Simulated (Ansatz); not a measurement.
In$_{2}$O$_{3}$:
```cif
data_In12O18
_chemical_formula_sum 'In12 O18'
_space_group_name_H-M_alt 'R-3c :H'
_space_group_IT_number 167
_space_group_name_Hall '-R 3 2"c'
_cell_length_a 5.51241
_cell_length_b 5.51241
_cell_length_c 14.53656
_cell_angle_alpha 90.000
_cell_angle_beta 90.000
_cell_angle_gamma 120.000
loop_
_atom_site_label
_atom_site_type_symbol
_atom_site_symmetry_multiplicity
_atom_site_Wyckoff_symbol
_atom_site_fract_x
_atom_site_fract_y
_atom_site_fract_z
_atom_site_occupancy
In1 In 12 c 0.00000 0.00000 0.14255 1
O1 O 18 e 0.29585 0.29585 0.75000 1
```
(The calculation used a cell of 10 atoms; values per cell refer to that cell.)

Relaxed with PBEsol. The program Ansatz at the PBEsol level (PAW) gives a gap of 1.11 eV.

### Question
What gap does HSE06 give on the same cell (Ansatz, PAW)?

### Answer
2.73 eV, 1.62 eV more. The hybrid was solved on a coarser mesh and at special points; its gap is the smallest among all of these.

```json
[
 {"k": "Γ", "v1 PBEsol": "-0.05", "c1 PBEsol": "1.11", "v1 HSE06": "0.00", "c1 HSE06": "2.73"},
 {"k": "T", "v1 PBEsol": "-0.20", "c1 PBEsol": "4.26", "v1 HSE06": "[?]", "c1 HSE06": "[?]"},
 {"k": "L", "v1 PBEsol": "-0.07", "c1 PBEsol": "4.82", "v1 HSE06": "[?]", "c1 HSE06": "[?]"},
 {"k": "F", "v1 PBEsol": "-0.04", "c1 PBEsol": "5.04", "v1 HSE06": "[?]", "c1 HSE06": "[?]"},
 {"k": "S0", "v1 PBEsol": "-0.08", "c1 PBEsol": "5.15", "v1 HSE06": "-0.06", "c1 HSE06": "6.99"},
 {"k": "H0", "v1 PBEsol": "-0.16", "c1 PBEsol": "5.44", "v1 HSE06": "[?]", "c1 HSE06": "[?]"}
]
```

### Question
Top valence (v1) and lowest conduction level (c1) in eV from each method's valence maximum (which need not be a listed point): supply the withheld HSE06 values.

### Answer

- L, v1 HSE06: -0.07
- L, c1 HSE06: 6.59
- H0, v1 HSE06: -0.14
- H0, c1 HSE06: 7.30
- F, v1 HSE06: -0.03
- F, c1 HSE06: 6.86
- T, v1 HSE06: -0.18
- T, c1 HSE06: 5.96

Cost on shared cores: the PBEsol run (SCF on a 6×6×6 mesh, then bands and DOS) around 2.4 core-minutes (rough), the HSE06 run (SCF on 4×4×4, then a few points) about 9 core-minutes (a rough figure); the tasks are unlike.

The workflow started from a Materials Project entry (that database holds measured and hypothetical structures alike); the Crystallography Open Database files this formula in space group No. 167, but the cells were not matched. It is not the phase usual at ambient conditions (space group No. 206). The cell was relaxed with PBEsol under the symmetry of its start; its stability against distortions is not shown here. Spin–orbit coupling is left out wherever it is not named.

Potentials: the later of the program's two PAW sets.
